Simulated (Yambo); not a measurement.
Yambo run on WS2 (space group P6_3/mmc, No. 194). The wavefunctions come from this Quantum ESPRESSO step (LDA, PseudoDojo standard norm-conserving files, scalar-relativistic):

```
&CONTROL
  calculation = 'nscf'
  pseudo_dir = './pseudo'
  outdir = './out'
/
&SYSTEM
  ibrav = 0
  nat = 6
  ntyp = 2
  ecutwfc = 70.0
  ecutrho = 280.0
  occupations = 'fixed'
  force_symmorphic = .true.
  nbnd = 216
/
&ELECTRONS
  conv_thr = 6.000000000000001e-09
  diago_full_acc = .true.
  diago_thr_init = 1e-08
/
ATOMIC_SPECIES
S 32.0600 S.upf
W 183.8400 W.upf
CELL_PARAMETERS angstrom
  3.184219822000   0.000000000000   0.000000000000
 -1.592109911000   2.757615257000   0.000000000000
  0.000000000000   0.000000000000  12.978280000000
ATOMIC_POSITIONS crystal
S   0.333333333000   0.666666667000   0.629800000000
S   0.666666667000   0.333333333000   0.370200000000
S   0.666666667000   0.333333333000   0.129800000000
S   0.333333333000   0.666666667000   0.870200000000
W   0.333333333000   0.666666667000   0.250000000000
W   0.666666667000   0.333333333000   0.750000000000
K_POINTS automatic
6 6 1 0 0 0
```

Yambo input:

```
rim_cut
gw0
dyson
el_el_corr
HF_and_locXC
ppa
em1d
RandQpts= 1000000
RandGvec= 1 Ry
EXXRLvcs= 70 Ry
VXCRLvcs= 280 Ry
Chimod= "HARTREE"
% BndsRnXp
 3 | 215 |
%
NGsBlkXp= 8 Ry
% LongDrXp
 1.0 | 1.0 | 1.0 |
%
PPAPntXp= 27.2114 eV
% GbndRnge
 1 | 215 |
%
GTermKind= "BG"
DysSolver= "n"
ExtendOut
% QPkrange
 1 | 1 | 26 | 27 |
 4 | 4 | 26 | 27 |
 5 | 5 | 26 | 27 |
 7 | 7 | 26 | 27 |
%
```

k points by index: 1 = Γ, 4 = M, 5 = (0.167, 0.167, 0), 7 = K.

Resulting energies as the program prints them:

```
#    K-point    Band    Eo [eV]    E [eV]    E-Eo [eV]    Vxc [eV]    Vnlxc [eV]    Sc|Eo [eV]    Sc|E [eV]    dSc/dw|Eo [eV]    Re(Z)    Im(Z)
#
    1    26    0.000000    -0.033238    -0.033238    -15.48286    -15.89496    0.369946    0.378862    -7.290700    0.788686    -0.001282
    1    27    2.339335    2.745643    0.406308    -15.11580    -10.53944    -4.062107    -4.170053    -7.227986    0.790123    -0.001103
    4    26    -1.396198    -1.611667    -0.215469    -14.05773    -15.52390    1.193986    1.250693    -7.159416    0.791699    -0.001258
    4    27    2.252160    2.987454    0.735295    -17.52234    -12.08668    -4.499251    -4.700364    -7.441530    0.785253    -0.001351
    5    26    -1.395781    -1.424839    -0.029058    -15.27242    -16.36169    1.052294    1.060208    -7.397189    0.786260    -0.001194
    5    27    1.149414    1.538717    0.389303    -14.04274    -9.907456    -3.647209    -3.745985    -6.902697    0.797656    -0.001261
    7    26    -0.496383    -0.474588    0.021795    -15.45971    -15.77146    0.339292    0.333541    -7.192107    0.790946    -0.001276
    7    27    1.222017    1.826328    0.604311    -16.38483    -11.99807    -3.624653    -3.782449    -7.104410    0.792968    -0.001274
```
(The two width columns are left out.) Convergence of these settings isn't established.

Spin-orbit coupling is not included.

Geometry of the Materials Project entry, not relaxed at this level.

The distance between layers or molecules is the database entry's, not relaxed here. Functionals without dispersion can leave it too large, which widens gaps and weakens the response across layers: the numbers belong to this cell.
